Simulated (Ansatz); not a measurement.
SiO$_{2}$:
```
CELL_PARAMETERS angstrom
      4.23596     0.00000     0.00000
      0.00000     4.23596     0.00000
      0.00000     0.00000     2.69046
ATOMIC_POSITIONS crystal
  Si 0.00000 0.00000 0.00000
  Si 0.50000 0.50000 0.50000
  O  0.30698 0.30698 0.00000
  O  0.19302 0.80698 0.50000
  O  0.69302 0.69302 0.00000
  O  0.80698 0.19302 0.50000
```

Relaxed with PBE. Special points in fractions of this cell's reciprocal vectors: Γ (0.000, 0.000, 0.000); X (0.000, 0.500, 0.000); M (0.500, 0.500, 0.000); Z (0.000, 0.000, 0.500); R (0.000, 0.500, 0.500); A (0.500, 0.500, 0.500).

List the band energies nearest the valence-band maximum at these points for PBE in the plane-wave PAW code Ansatz.

In eV from the valence-band maximum; about four levels below and three above (degenerate sets whole), none deeper than 8.9 eV; points with the same levels are listed once.

```json
[
 {"k": "Γ", "below": "-2.49 -0.85 -0.85 0.00", "above": "5.04 6.63 8.32 8.32"},
 {"k": "X", "below": "-2.60 -2.60 -1.04 -1.04", "above": "7.31 7.31 8.91 8.91"},
 {"k": "M", "below": "-2.53 -2.53 -2.16 -2.16", "above": "7.03 7.03 9.81 9.81"},
 {"k": "Z", "below": "-2.87 -2.87 -2.56 -2.56", "above": "8.65 8.65 12.22 12.22"},
 {"k": "R", "below": "-2.20 -2.20 -1.67 -1.67", "above": "8.45 8.45 9.47 9.47"},
 {"k": "A", "below": "-1.73 -1.73 -1.47 -1.47", "above": "6.84 6.84 10.70 10.70"}
]
```

Space group P4_2/mnm (rutile). This is a known high-pressure phase of the composition, computed here at zero pressure and temperature. The cell was relaxed with PBE under the symmetry of its start; phonons on a q-mesh show no instability.

Potentials: the later of the program's two PAW sets.
